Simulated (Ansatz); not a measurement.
# TeH2NF5: what each run costs

Cell: 18 atoms, space group P2_1, a = 5.163 Å, b = 9.083 Å, c = 5.262 Å, α = 90.00°, β = 112.22°, γ = 90.00°.

All runs are DFT with Ansatz 0.2.0 on 2 threads of Arm Neoverse V1 (aarch64; 28 cores open to the job, memory cap 5.0 GiB, no GPU), a shared host.

**Question.** Rank the runs by wall time, shortest first.
A. single point at relaxed positions, r2SCAN, 500 eV, 4×3×4 k-points, smearing 0.02 eV
B. relaxation of the ions, PBE, 420 eV, 4×3×4 k-points, smearing 0.02 eV
C. single point, PBE, 420 eV, 4×3×4 k-points, smearing 0.02 eV

**Answer.** C (34 s, 0.65 GiB), A (67 s, 1.1 GiB), B (3.7 min, 0.73 GiB).
